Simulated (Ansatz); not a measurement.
Input and command of a plane-wave DFT calculation in Ansatz:

```yaml
crystal:
  lattice:
    - [6.839136, -3.066006, 0.0]
    - [6.839136, 3.066006, 0.0]
    - [-6.830977, 0.0, 6.847609]
  atoms:
    - { symbol: Ge, position: [0.497343, 0.497343, 0.011044] }
    - { symbol: Ge, position: [0.284287, 0.284287, 0.18783] }
    - { symbol: Sb, position: [0.11187, 0.11187, 0.417352] }
    - { symbol: Sb, position: [0.901708, 0.901708, 0.587873] }
    - { symbol: Te, position: [0.399959, 0.399959, 0.597118] }
    - { symbol: Te, position: [0.206519, 0.206519, 0.809803] }
    - { symbol: Te, position: [0.008324, 0.008324, 0.006435] }
    - { symbol: Te, position: [0.795288, 0.795288, 0.196112] }
    - { symbol: Te, position: [0.594702, 0.594702, 0.386433] }
basis:
  ecutwfc: 420
kpoints:
  mp_grid: { grid: [4, 4, 2] }
hamiltonian:
  xc: pbe
scf:
  occupations: { method: gaussian, width: 0.01 }
output:
  forces: true
  stress: true
  eigenvalues: true
```

```bash
ansatz run input.yaml --threads 2 --pin off --max-ram 5120MiB --backend cpu --events-out ev --progress --plain --runs-dir out
```

Processor: Intel(R) Xeon(R) Processor @ 2.50GHz (Skylake/Cascade Lake), 2 threads, on a host shared with other jobs.

**Question.** Estimate time, memory and problem size.

**Answer.** About 24 s on 2 threads of Intel(R) Xeon(R) Processor @ 2.50GHz (Skylake/Cascade Lake), on a shared host, peak memory 0.76 GiB. It solves 83 bands at 14 k points (the mesh reduced by symmetry) with about 5631 plane waves, in 7 SCF iterations.
